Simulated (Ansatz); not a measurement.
Structure relaxation, SiNi

The start is a generated cell, SiNi built in the AFLOW prototype AB_tP4_131_c_e (B17, as in PtS). Cell shape, volume and atoms are optimised at zero target pressure with r2SCAN (plane waves to 500 eV, PAW, scalar-relativistic; Ansatz, an electronic-structure program). The first steps use a coarse 7×7×6 k-mesh.

Initial structure:
```
SiNi
1.0
    3.44408     0.00000     0.00000
    0.00000     3.44408     0.00000
    0.00000     0.00000     4.28789
Si Ni
2 2
Direct
  0.00000   0.50000   0.00000
  0.50000   0.00000   0.50000
  0.00000   0.00000   0.25000
  0.00000   0.00000   0.75000
```
Spin-polarised start, with parallel moments on Ni.

**Question.** How large is the pressure on the unrelaxed cell, and of which sign?

**Answer.** +59 GPa (positive: the cell is compressed).

**Question.** How much energy is released per atom?

**Answer.** 0.59 eV/atom.

**Question.** How do the shortest distances between atoms change?

**Answer.** The closest pairs of elements (up to four, under 3.6 Å), start → end: Ni–Si 2.03 → 2.21 Å; Ni–Ni 2.14 → 2.42 Å; Si–Si 3.24 → 3.56 Å.

**Question.** Give the final cell and atomic positions.

**Answer.** 
Space group P4₂/mmc (No. 131); a = 3.702 Å, b = 3.702 Å, c = 4.838 Å, α = 90.00°, β = 90.00°, γ = 90.00°

| atom | site | symmetry | x | y | z |
|---|---|---|---|---|---|
| Si | 2c | mmm. | 0.0000 | 0.5000 | 0.0000 |
| Ni | 2e | -4m2 | 0.0000 | 0.0000 | 0.2500 |

The space group stays P4₂/mmc (No. 131) (the run could not lower it); the end is AFLOW prototype AB_tP4_131_c_e (B17, as in PtS), with 4 atoms in the primitive cell. Final values are on a 13×13×10 k-mesh of the relaxed cell. No spin polarisation in the result: the starting moments vanished. A magnetic state may lie lower.

The run could not lose the symmetry of its start, so the end can be a saddle point.

All atoms sit on sites fixed by symmetry, so only the cell could relax.

The relaxed structure here is a generated cell of SiNi: the first start was made by placing the elements on the sites of a structure type, and the end was not matched to a known phase here, so it may be hypothetical. Known forms of SiNi include space group No. 62.
